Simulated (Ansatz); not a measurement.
MgO (rock salt), relaxed with HSE06 (Ansatz, a first-principles code, plane waves, PAW): a = b = c = 4.202 Å, α = β = γ = 90.00°.

```
Quantity              Value
--------------------  -----
gap (eV)               6.56
B₀ by P(V) fit (GPa)    167
```

**Question.** The same phase is relaxed and computed with PBEsol in the same code. What are the cell and these values now?

**Answer.** a = b = c = 4.214 Å, α = β = γ = 90.00°.

* **gap (eV)**: 4.62
* **B₀ by P(V) fit (GPa)**: 157

All cells were relaxed under the symmetry of their starts (and spin orders); stability against distortions was not tested throughout.

Potentials: the later of the program's two PAW sets.

Ansatz is a plane-wave DFT program.
